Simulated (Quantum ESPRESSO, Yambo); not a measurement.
**MoCl6: DFT and GW levels**

```
CELL_PARAMETERS angstrom
      6.17348     0.00000     0.00000
     -3.08674     5.34639     0.00000
      0.00000     0.00000     5.66592
ATOMIC_POSITIONS crystal
  Cl 0.30361 0.30361 0.26629
  Cl 0.69639 0.69639 0.73371
  Cl 0.69639 0.00000 0.26629
  Cl 0.30361 0.00000 0.73371
  Cl 0.00000 0.69639 0.26629
  Cl 0.00000 0.30361 0.73371
  Mo 0.00000 0.00000 0.50000
```

The geometry is that of Materials Project entry mp-1221436, symmetrised and not relaxed again.

Starting point: norm-conserving LDA (Quantum ESPRESSO, 80 Ry, scalar-relativistic). G0W0 in Yambo: 3×3×2 Γ-centred k mesh, bands 2 to 197 and a 6 Ry block in the screening, 197 bands in G with the Bruneval-Gonze terminator, plasmon pole fitted at 27.2 eV.

```yaml
LDA gap along the band path: 0.94 eV
LDA gap between the mesh's edge points (K → Γ): 0.94 eV
G0W0 gap between the same points: 2.54 eV
LDA smallest direct gap on the mesh (at Γ): 1.08 eV
G0W0 direct gap at that point: 2.66 eV
```

```
k point  band  E LDA (eV)  E QP (eV)  shift (eV)     Z
-------  ----  ----------  ---------  ----------  ----
Γ          VB       -0.14      -0.83       -0.69  0.76
Γ          CB        0.94       1.83        0.88  0.76
A          VB       -0.32      -0.95       -0.63  0.76
A          CB        1.31       2.14        0.83  0.76
K          VB        0.00      -0.71       -0.71  0.76
K          CB        1.16       2.01        0.85  0.76
H          VB       -0.25      -0.96       -0.72  0.76
H          CB        1.23       2.03        0.80  0.76
```

Energies count from the LDA valence-band maximum.

Nearest settings tried, and what they do to the gap: 129 bands in G: +11 meV; 95 bands in W: +35 meV; 3×3×1 mesh: +70 meV. Not varied: block. So the settings aren't converged at that level.

Spin-orbit splittings are left out.

The structure is a Materials Project entry; no match was found in the copy of COD used, and its stability was not checked.
